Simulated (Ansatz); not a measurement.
Consider the following.

BaTiO3 (cubic perovskite)

```yaml
crystal:
  lattice:
    - [3.99442, 0.00000, 0.00000]
    - [0.00000, 3.99442, 0.00000]
    - [0.00000, 0.00000, 3.99442]
  atoms:
    - { symbol: Ba, position: [0.00000, 0.00000, 0.00000] }
    - { symbol: Ti, position: [0.50000, 0.50000, 0.50000] }
    - { symbol: O, position: [0.00000, 0.50000, 0.50000] }
    - { symbol: O, position: [0.50000, 0.50000, 0.00000] }
    - { symbol: O, position: [0.50000, 0.00000, 0.50000] }
```

In each cell atom 3 (O, nearest neighbour Ti at 1.997 Å; its periodic images, 4.0 Å or more away, move with it) moves by s·(1.000, 0.000, 0.000) (along Cartesian x), the rest being held.

Level of theory: r2SCAN (plane waves to 500 eV, PAW, scalar-relativistic; Ansatz, a program for electronic structure). k mesh 7×7×7 (Γ-centred), Fermi-Dirac smearing 0.05 eV. Energies are smeared free energies. Left out: 4 of 11 points, with atoms too close for the PAW data. BaTiO3 is run without spin polarisation. BaTiO3 was relaxed with its symmetry unable to fall. The PAW data are Ansatz's earlier set. This is a high-temperature form of BaTiO3. ΔE is measured from the undisplaced structure.

The scan covers s from -0.240 to 0.240 Å in 7 points.

### Question
Is this a single well or a double well?

### Answer
A single well with its minimum at or next to zero displacement.

### Question
Is the energy the same for equal positive and negative displacements?

### Answer
Even: the same for both signs. With its periodic images moving along, the atom's site symmetry in this cell is 4/mmm.

### Question
What force acts on the atom along the line at s = -0.240 Å?

### Answer
2.39 eV/Å.

### Question
What is the energy change at s = 0.240 Å?

### Answer
215.9 meV/cell.

### Question
What is the force constant k = d²E/ds² of this move at s = 0?

### Answer
4.99 eV/Å².

(For displaced atoms, the force is minus the slope of the energy, and its curvature is a force constant, which sets phonon frequencies.)
